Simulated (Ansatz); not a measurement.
CdTe (zinc blende, space group No. 216), PBE (plane waves, PAW; program Ansatz). The conduction-band minimum lies at Γ, with 1 equivalent valley. Second derivatives d²E/dk² of the lowest band at one valley (eV·Å²), along Cartesian directions:

```tsv
direction	d²E/dk²
[100]	145.1
[010]	145.1
[001]	145.1
[110]	145.0
[101]	145.0
[011]	145.0
```

Problem. Find the principal effective masses, the density-of-states mass and the conductivity mass.

Solution. Off-diagonal terms follow from H_xy = H[110] − (H_xx + H_yy)/2, and m*/mₑ = 7.620 eV·Å² over each eigenvalue: 0.052, 0.052, 0.053. One valley's DOS mass (m₁m₂m₃)^(1/3) = 0.053, conductivity mass 3/(Σ 1/mᵢ) = 0.053 mₑ.

Problem. What effective density of states Nc follows at 300 K for parabolic valleys?

Solution. Nc = 2.509e19 × 1 × (0.053)^(3/2) ≈ 3.1e17 cm⁻³.

Space group F-43m (zinc blende). Symmetry was held in the PBE relaxation. Scalar-relativistic: spin–orbit coupling is off unless named, which matters more the heavier the elements.

Potentials: the later of the program's two PAW sets.

Edges and masses are those of Kohn–Sham bands, whose gap is no quasiparticle gap.
